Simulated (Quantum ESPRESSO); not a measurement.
# Band energies of SrTiO3

```
SrTiO3
1.0
    3.91270     0.00000     0.00000
    0.00000     3.91270     0.00000
    0.00000     0.00000     3.91270
O Ti Sr
3 1 1
Direct
  0.50000   0.00000   0.50000
  0.00000   0.50000   0.50000
  0.50000   0.50000   0.00000
  0.50000   0.50000   0.50000
  0.00000   0.00000   0.00000
```

norm-conserving LDA (Quantum ESPRESSO, 84 Ry, without SOC); path ΓXMΓRX,MR; energies in eV from the valence-band maximum.

```
k (1/Å)  point  band 16  band 17  band 18  band 19  band 20  band 21  band 22  band 23
-------  -----  -------  -------  -------  -------  -------  -------  -------  -------
0.00         Γ    -1.18    -1.18    -0.36    -0.36    -0.36     1.80     1.80     1.80
0.20              -1.38    -1.32    -0.83    -0.46    -0.46     1.82     2.16     2.16
0.60              -2.21    -2.21    -1.90    -0.70    -0.70     1.94     3.51     3.51
0.80         X    -2.37    -2.37    -2.00    -0.74    -0.74     1.97     3.76     3.76
1.00              -2.45    -2.13    -1.37    -1.06    -0.95     2.29     3.77     3.78
1.41              -2.81    -1.66    -1.64    -1.57    -0.22     3.54     3.77     4.10
1.61         M    -2.88    -1.74    -1.57    -1.57    -0.09     3.77     3.77     4.23
1.80              -2.80    -1.66    -1.65    -1.55    -0.19     3.65     3.68     4.10
2.17              -2.21    -1.72    -1.36    -1.08    -0.74     2.84     2.99     3.25
2.36              -1.77    -1.30    -1.19    -0.83    -0.75     2.35     2.48     2.68
2.74         Γ    -1.18    -1.18    -0.36    -0.36    -0.36     1.80     1.80     1.80
3.09              -1.92    -1.29    -1.02    -0.76    -0.76     2.34     2.43     2.43
3.44              -2.97    -2.81    -0.93    -0.93    -0.62     3.32     3.37     3.37
3.78              -3.59    -3.59    -0.41    -0.41    -0.19     4.11     4.14     4.14
4.13         R    -3.75    -3.75     0.00     0.00     0.00     4.46     4.46     4.46
4.29              -3.72    -3.69    -0.12    -0.10    -0.04     4.36     4.39     4.40
4.62              -3.47    -3.06    -0.80    -0.64    -0.37     3.69     4.04     4.07
4.94              -2.89    -1.64    -1.39    -1.15    -1.06     2.66     3.79     3.81
5.27         X    -2.37    -2.37    -2.00    -0.74    -0.74     1.97     3.76     3.76
5.27         M    -2.88    -1.74    -1.57    -1.57    -0.09     3.77     3.77     4.23
5.43              -3.03    -2.05    -1.35    -1.35    -0.08     3.82     3.82     4.25
5.75              -3.54    -3.53    -0.45    -0.45    -0.03     4.16     4.16     4.38
6.07         R    -3.75    -3.75     0.00     0.00     0.00     4.46     4.46     4.46
```

The LDA gap is indirect, 1.80 eV, from R to Γ; the smallest direct gap is 2.16 eV.

The cell is held in this high symmetry; tilts and polar distortions were not searched.

Geometry of the Materials Project entry, not relaxed at this level.
